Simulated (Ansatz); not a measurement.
Nb₃Ir (A15, Cr3Si type)

```yaml
crystal:
  lattice:
    - [5.08046, 0.00000, 0.00000]
    - [0.00000, 5.08046, 0.00000]
    - [0.00000, 0.00000, 5.08046]
  atoms:
    - { symbol: Nb, position: [0.50000, 0.25000, 0.00000] }
    - { symbol: Nb, position: [0.50000, 0.75000, 0.00000] }
    - { symbol: Nb, position: [0.25000, 0.00000, 0.50000] }
    - { symbol: Nb, position: [0.75000, 0.00000, 0.50000] }
    - { symbol: Nb, position: [0.00000, 0.50000, 0.25000] }
    - { symbol: Nb, position: [0.00000, 0.50000, 0.75000] }
    - { symbol: Ir, position: [0.50000, 0.50000, 0.50000] }
    - { symbol: Ir, position: [0.00000, 0.00000, 0.00000] }
```

The slice is a {100} plane (indices of the conventional cell) through the point (0.750, 0.000, 0.500) (fractional), spanned by u = [100] and v = [010] in vectors of this cell: u (5.08 Å) and v (5.08 Å, at 90° to u). It covers one period; positions are fractions (u, v).

Level of theory: LDA (plane waves to 420 eV, PAW, scalar-relativistic; Ansatz, an electronic-structure program). k mesh 9×9×9. These are valence fields of a PAW run, semicore shells included where kept as valence: close to a nucleus they are smooth pseudo fields. Nb3Ir is run without spin polarisation. Nb3Ir was relaxed with its symmetry unable to fall. Spin-orbit coupling is left out, though Ir is heavy.

Question: What is the ELF at the midpoint of the shortest Nb–Nb line in this plane (2.54 Å)?

Answer: 0.28.

Question: What is the valence density on the shortest Nb–Nb line in this plane (2.54 Å), at its midpoint?

Answer: 0.51 e/Å³.

Question: Predict the map of the valence electron density on the slice.

Answer: 
```
|8887642224678888876422246788|
|8876532123567888765321235678|
|7765321112356777653211123567|
|6553210001235565532110112355|
|3321100000112333321100011233|
|1110000000001111111111111111|
|0000000000000000011111111100|
|0000000000000000111222221110|
|0000000000000000122344432210|
|0000000000000001234566654321|
|1000001110000011246788876421|
|1000011111000012357899987532|
|1000111211100012468999998642|
|1100112221100112468999998642|
|1000111211100012468999998642|
|1000011111000012357899987532|
|1000001110000011246788876421|
|0000000000000001234566654321|
|0000000000000000122344432210|
|0000000000000000111222221110|
|0000000000000000011111111100|
|1110000000001111111111111111|
|3321100000112333321100011233|
|6553210001235565532110112355|
|7765321112356777653211123567|
|8876532123567888765321235678|
|8887642224678888876422246788|
|8887642224678888876422246788|
```
Scale: ten equal steps from -0.64 (start of '0') to 0.96 (end of '9'), in the order '0123456789'. Values: log₁₀ of the valence density in e/Å³. The map has 28 points along u (one character each, u = 0 at the left) and 28 along v (v = 0 in the bottom row). The scale is logarithmic, as a density can span decades between atoms and voids.
